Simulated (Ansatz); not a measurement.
Relaxed-ion elastic tensor of Li (9R (Sm type), space group No. 166) in GPa (Voigt order), plane-wave PAW LDA (Ansatz code); density 0.61 g/cm³, 18.95 Å³ per atom.

```
23.8  13.7   7.5   1.5   0.0   0.0
13.7  23.8   7.5  -1.5   0.0   0.0
 7.5   7.5  30.4   0.0   0.0   0.0
 1.5  -1.5   0.0   5.1   0.0   0.0
 0.0   0.0   0.0   0.0   5.1   1.5
 0.0   0.0   0.0   0.0   1.5   5.0
```

Task: Is the crystal mechanically stable?

Result: Yes: the smallest eigenvalue of C is 3.6 GPa.

Task: Work out the Voigt, Reuss and Hill averages.

Result: K_V = 15.0, K_R = 15.0, K_H = 15.0; G_V = 6.3, G_R = 5.3, G_H = 5.8 GPa.

Task: Give Young's modulus, Poisson's ratio, Pugh's ratio and the universal anisotropy index.

Result: E = 9KG/(3K + G) = 15.4 GPa; ν = 0.33; K/G = 2.59 (ductile by the Pugh limit of 1.75); A_U = 5G_V/G_R + K_V/K_R − 6 = 1.03.

Task: Estimate the sound speeds and the Debye temperature.

Result: v_l = √((K + 4G/3)/ρ) = 6120 m/s, v_t = √(G/ρ) = 3090 m/s, mean 3460 m/s; Θ = (h/k)(3n/4πV)^(1/3) v_m = 387 K.

Task: Solve the Christoffel equation for the three sound speeds along x, y, z.

Result: Eigenvalues of C_ijkl n_j n_l equal ρv². In km/s, slowest first: x 2.43, 3.29, 6.26; y 2.87, 2.88, 6.27; z 2.90, 2.90, 7.07.

Task: How much does each axis shrink under pressure?

Result: Linear compressibilities β_i = Σ_j S_ij (j = 1 to 3): x 22, y 22, z 22 per TPa.

Space group R-3m (9R (Sm type)). The workflow started from a Materials Project entry (that database holds measured and hypothetical structures alike); the Crystallography Open Database files this formula in space group No. 166, but the cells were not matched. It is not the phase usual at ambient conditions (space group No. 229). Symmetry was held in the LDA relaxation; of distortions, only those at the zone centre were tested. As this level gives no gap, shear constants depend on the k-mesh and smearing (Fermi–Dirac, 0.1 eV here).

Potentials: the later of the program's two PAW sets.
